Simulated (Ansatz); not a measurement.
Consider the following.

LaTeCl:
```cif
data_Cl2La2Te2
_chemical_formula_sum 'La2 Te2 Cl2'
_space_group_name_H-M_alt 'P4/nmm :1'
_space_group_IT_number 129
_space_group_name_Hall 'P 4ab 2ab -1ab'
_cell_length_a 4.43973
_cell_length_b 4.43973
_cell_length_c 8.12276
_cell_angle_alpha 90.000
_cell_angle_beta 90.000
_cell_angle_gamma 90.000
loop_
_space_group_symop_operation_xyz
  'x, y, z'
  '-y+1/2, x+1/2, z'
  '-x, -y, z'
  'y+1/2, -x+1/2, z'
  'x+1/2, -y+1/2, -z'
  '-y, -x, -z'
  '-x+1/2, y+1/2, -z'
  'y, x, -z'
  '-x+1/2, -y+1/2, -z'
  'y, -x, -z'
  'x+1/2, y+1/2, -z'
  '-y, x, -z'
  '-x, y, z'
  'y+1/2, x+1/2, z'
  'x, -y, z'
  '-y+1/2, -x+1/2, z'
loop_
_atom_site_label
_atom_site_type_symbol
_atom_site_symmetry_multiplicity
_atom_site_Wyckoff_symbol
_atom_site_fract_x
_atom_site_fract_y
_atom_site_fract_z
_atom_site_occupancy
La1 La 2 c 0.50000 0.00000 0.23936 1
Te1 Te 2 c 0.00000 0.50000 0.36154 1
Cl1 Cl 2 a 0.00000 0.00000 0.00000 1
```

This is the LDA-relaxed structure.

All from LDA in the plane-wave PAW code Ansatz, unless another level is named. Give the hole effective mass.

0.27, 1.4, 1.4 mₑ (principal values).

Give the formation energy from the elements (no fitted shifts).

-2029 meV/atom.

Next, the valence-band maximum?

at Γ.

The first step of the workflow began from a Materials Project structure, measured or hypothetical; the Crystallography Open Database copy checked does not list it. Whether it is the stable phase at ambient conditions was not checked. Symmetry was held in the LDA relaxation; of distortions, only those at the zone centre were tested. The references are the lowest solids computed at this level, not always the standard phases (solids in place of the gases). Spin–orbit coupling is left out wherever it is not named.

Potentials: the later of the program's two PAW sets.

Edges and masses are those of Kohn–Sham bands, whose gap is no quasiparticle gap.
